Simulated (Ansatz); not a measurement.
NbN in space group P6/mmm (No. 191; N on 3f, Nb on 1a, Nb on 2d) at seven volumes, DFT-PBE in the program Ansatz with PAW potentials, shape and atoms relaxed at each. One row is withheld.

```json
[
 {"V (Å³/atom)": "10.646", "P (GPa)": "29.79"},
 {"V (Å³/atom)": "10.997", "P (GPa)": "18.26"},
 {"V (Å³/atom)": "11.348", "P (GPa)": "8.40"},
 {"V (Å³/atom)": "11.699", "P (GPa)": "-0.02"},
 {"V (Å³/atom)": "12.049", "P (GPa)": "-7.21"},
 {"V (Å³/atom)": "12.400", "P (GPa)": "?"},
 {"V (Å³/atom)": "12.751", "P (GPa)": "-18.60"}
]
```

Problem. Fit the shown pressures and predict the withheld one.

Solution. P = (3/2)B₀(x^(7/2) − x^(5/2))[1 + (3/4)(B′ − 4)(x − 1)] with x = (V₀/V)^(2/3). Least squares on the six rows gives V₀ = 11.698 Å³/atom, B₀ = 259 GPa, B′ = 4.23. At V = 12.400, x = 0.9619 and P = -13.35 GPa. The run itself gave -13.36 GPa.

The cell is a constructed one: a structure type filled with these elements; neither database checked (COD, Materials Project) lists it. It is not the phase usual at ambient conditions (space group No. 225). Symmetry was held in the PBE relaxation; its stability against distortions is not shown here. No spin polarisation was allowed.

Potentials: the later of the program's two PAW sets.
